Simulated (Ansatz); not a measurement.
**SrSbPt: relaxation of cell and atoms**

Level of theory: DFT, LDA, PAW with Ansatz's default frozen-core files, scalar-relativistic in Ansatz 0.2.0.

Command: `ansatz run input.yaml --threads 1 --pin off --max-ram 3072MiB --backend cpu --events-out ev --progress --plain --runs-dir out` The run took 45 s on 1 thread of Arm Neoverse V2 (shared host), peak memory 0.49 GiB.

```yaml
crystal:
  lattice:
    - [4.4151647605, 0.0, 0.0]
    - [-2.2075823802, 3.8236448445, 0.0]
    - [0.0, 0.0, 4.5452604719]
  atoms:
    - { symbol: Sr, position: [0.0, 0.0, 0.0] }
    - { symbol: Sb, position: [0.6666666667, 0.3333333333, 0.5] }
    - { symbol: Pt, position: [0.3333333333, 0.6666666667, 0.5] }
kpoints:
  mp_grid: { grid: [9, 9, 7] }
scf:
  occupations: { method: fermi_dirac, width: 0.05 }
hamiltonian:
  xc: lda
  pseudopotentials: { kind: paw }
output:
  forces: true
  stress: true
  efg: { contact_densities: true }
  write_density: true
  write_potential: true
  elf: true
  volumetric_format: npy
relax:
  f_tol: 0.005
  max_steps: 80
  cell: {}
```

Spin polarisation is left out, and whether a magnetic state lies lower isn't shown here.

No spin–orbit coupling, which matters for the heavy atoms here.

Structure from Materials Project entry mp-8605 (possibly hypothetical). The listed cell was then made from it by scaling, straining or moving an atom.

The cutoff is 420 eV; energies and pressures of the walk include the program's estimate of the Pulay term. The PAW files were made with PBE; their cores are remade for this functional.

Each frame lists the cell vectors (Å), then Cartesian positions (Å); symmetry keeps all forces zero. Free energies count from the first step, -22027.9805 eV.

The walk took 5 evaluations in all; steps that aren't listed are left out.

Step 1: E = 0.0 meV, P = 1.05 GPa

```
cell 4.4152 0.0000 0.0000 -2.2076 3.8236 0.0000 0.0000 0.0000 4.5453
Sr    0.0000    0.0000    0.0000
Sb    2.2076    1.2745    2.2726
Pt    0.0000    2.5491    2.2726
```

Step 2:

```
cell 4.4953 0.0000 0.0000 -2.2476 3.8930 0.0000 0.0000 0.0000 4.4081
Sr    0.0000    0.0000    0.0000
Sb    2.2476    1.2977    2.2041
Pt    0.0000    2.5954    2.2041
```

Step 3: E = -29.2 meV, P = 0.16 GPa

```
cell 4.4774 0.0000 0.0000 -2.2387 3.8775 0.0000 0.0000 0.0000 4.3568
Sr    0.0000    0.0000    0.0000
Sb    2.2387    1.2925    2.1784
Pt    0.0000    2.5850    2.1784
```

Q: Give the energy, pressure of step 2.

A: E = -24.5 meV, P = -1.22 GPa
```
Sr    0.0000    0.0000    0.0000
Sb    2.2476    1.2977    2.2041
Pt    0.0000    2.5954    2.2041
```

Q: How does the relaxation end?

A: It converges, with a = 4.478 Å, b = 4.478 Å, c = 4.369 Å, α = 90.00°, β = 90.00°, γ = 120.00° (conventional cell, space group P-6m2). The last solve (on a basis chosen afresh for the final cell, so its energy is not quite comparable) gives E = -29.2 meV, P = -0.01 GPa:
```
cell 4.4779 0.0000 0.0000 -2.2390 3.8780 0.0000 0.0000 0.0000 4.3689
Sr    0.0000    0.0000    0.0000
Sb    2.2390    1.2927    2.1845
Pt    0.0000    2.5853    2.1845
```
